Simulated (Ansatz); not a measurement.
Fields on a plane of GaN (wurtzite)

```
CELL_PARAMETERS angstrom
      3.18312     0.00000     0.00000
     -1.59156     2.75667     0.00000
      0.00000     0.00000     5.18363
ATOMIC_POSITIONS crystal
  Ga 0.66667 0.33333 0.00099
  Ga 0.33333 0.66667 0.50099
  N  0.66667 0.33333 0.62421
  N  0.33333 0.66667 0.12421
```

The slice is a (0001) plane (indices of the conventional cell) through the point (0.333, 0.667, 0.501) (fractional), spanned by u = [110] and v = [1 -1 0] in vectors of this cell: u (3.18 Å) and v (5.51 Å, at 90° to u). It covers one period; positions are fractions (u, v).

Atoms on it: Ga at (0.00, 0.00); Ga at (0.50, 0.50). Other atoms lie within 1 Å of the plane.

All values below come from r2SCAN (plane waves to 500 eV, PAW, scalar-relativistic; Ansatz, a first-principles code). k mesh 12×12×7. Inside the PAW spheres the values are not all-electron values, and peaks at nuclei hang on which shells count as valence. GaN was relaxed with its symmetry unable to fall.

```
|    .::-::.   |
|   .:-+++-:.  |
|   .-+#%#+-.  |
|   .-+%@%+-.  |
|   .:+#%#+:.  |
|   .:-+++-:.  |
|    .:---:.   |
|     .....    |
|              |
|              |
|              |
|...         ..|
|-::.       .::|
|++-:.     .:-+|
|%#+-.     .-+#|
|@%+-.     .-+%|
|%#+:.     .:+#|
|++-:.     .:-+|
|--:.       .:-|
|...         ..|
|              |
|              |
|              |
|     .....    |
```
Scale: ten equal steps from 0.001 (start of ' ') to 0.209 (end of '@'), in the order ' .:-=+*#%@'. Values: density of the highest valence band (whole band, smooth part) in e/Å³. The map has 14 points along u (one character each, u = 0 at the left) and 24 along v (v = 0 in the bottom row). 

```
|xx .-*%%%*-. x|
|  .:+%@@@%+:. |
|.::-#@@@@@#-::|
|:::+%@@@@@%+::|
|..-*%@@@@@%*-.|
| .:+#@@@@@#+:.|
|  .-+##%##+-. |
|   ::-----::  |
|   .:::.:::.  |
|....:.   .:...|
|--::: xxx :::-|
|**-:. xxx .:-*|
|%%*-. xxx .-*%|
|@@%+:.   .:+%@|
|@@@#-::.::-#@@|
|@@@%+:::::+%@@|
|@@@%*-...-*%@@|
|@@@#+:. .:+#@@|
|%##+-.   .-+##|
|---::     ::--|
|.:::.     .:::|
|  .:.......:. |
|xx :::---::: x|
|xx .:-***-:. x|
```
Scale: ten equal steps from 0.04 (start of ' ') to 0.79 (end of '@'), in the order ' .:-=+*#%@'. Values: electron localisation function (ELF). The map has 14 points along u (one character each, u = 0 at the left) and 24 along v (v = 0 in the bottom row). Points within 0.4 Å of a nucleus are blanked (x), as the pseudised field means little there.
